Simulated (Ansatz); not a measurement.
All-electron LAPW in Ansatz 0.2.0 under PBE, scalar-relativistic, energies extrapolated to zero smearing. Slabs are 1×1 cells cut from bulk crystals relaxed on PAW files, with atoms then relaxed, 16 to 20 Å of vacuum, a dipole correction, k spacings of 0.16 to 0.26 Å⁻¹ and smearing of 0.02 to 0.1 eV, without spin–orbit coupling or spin polarisation. The bulk type named needn't be the stable one, and no reconstruction is allowed.

```
                  slab  area (Å²)  γ (J/m²)  Φ (eV)  Δd12 (%)
fcc Pt (100), 5 layers       7.88      1.84    5.67      -2.4
fcc Pt (100), 3 layers       7.88      1.84    5.66      -3.0
fcc Pt (100), 6 layers       7.88      1.85    5.65      -2.4
 fcc Pt (110), 1 layer      11.16      2.35    6.25         –
 fcc Pt (111), 1 layer       6.83         ?    6.58         –
 fcc Pt (100), 1 layer       7.88      1.98    6.38         –
fcc Pt (110), 6 layers      11.16         ?    5.36     -14.5
```

**Question.** Give the missing entry: row "fcc Pt (111), 1 layer", column "γ (J/m²)".

**Answer.** 1.40.

**Question.** Give the missing entry: row "fcc Pt (110), 6 layers", column "γ (J/m²)".

**Answer.** 1.94.
